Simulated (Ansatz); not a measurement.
Input:

SnO (litharge type, space group P4/nmm)

```yaml
crystal:
  lattice:
    - [3.83618, 0.00000, 0.00000]
    - [0.00000, 3.83618, 0.00000]
    - [0.00000, 0.00000, 4.75736]
  atoms:
    - { symbol: Sn, position: [0.50000, 0.00000, 0.24343] }
    - { symbol: Sn, position: [0.00000, 0.50000, 0.75657] }
    - { symbol: O, position: [0.00000, 0.00000, 0.00000] }
    - { symbol: O, position: [0.50000, 0.50000, 0.00000] }
```

Equation-of-state scan: isotropic scaling of the cell above, V₀ being its volume. The atoms relax within the cell's symmetry.

The numbers are results of PBE-D3(BJ) (plane waves to 420 eV, PAW, scalar-relativistic; Ansatz, a first-principles code), not measurements. k mesh 12×12×10 (Γ-centred), Fermi-Dirac smearing 0.05 eV. Energies are smeared free energies. Stress and pressure are positive under compression. With the shape held, the modulus is that of even scaling; a crystal free to change shape is softer. At this level the bands of SnO touch or barely overlap; measurements give the solid a gap. SnO was relaxed with its symmetry unable to fall. The PAW data are Ansatz's earlier set. The zero of ΔE is the relaxed starting cell.

The scan covers V/V₀ from 0.840 to 1.160 in 11 points.

### Question
What bulk modulus at fixed cell shape B₀ follows from a third-order Birch-Murnaghan fit?

### Answer
48.4 GPa.

### Question
What is the fitted pressure derivative B₀′?

### Answer
4.1.

(Under strain, the slope of the energy per volume gives the stress and its curvature an elastic modulus.)
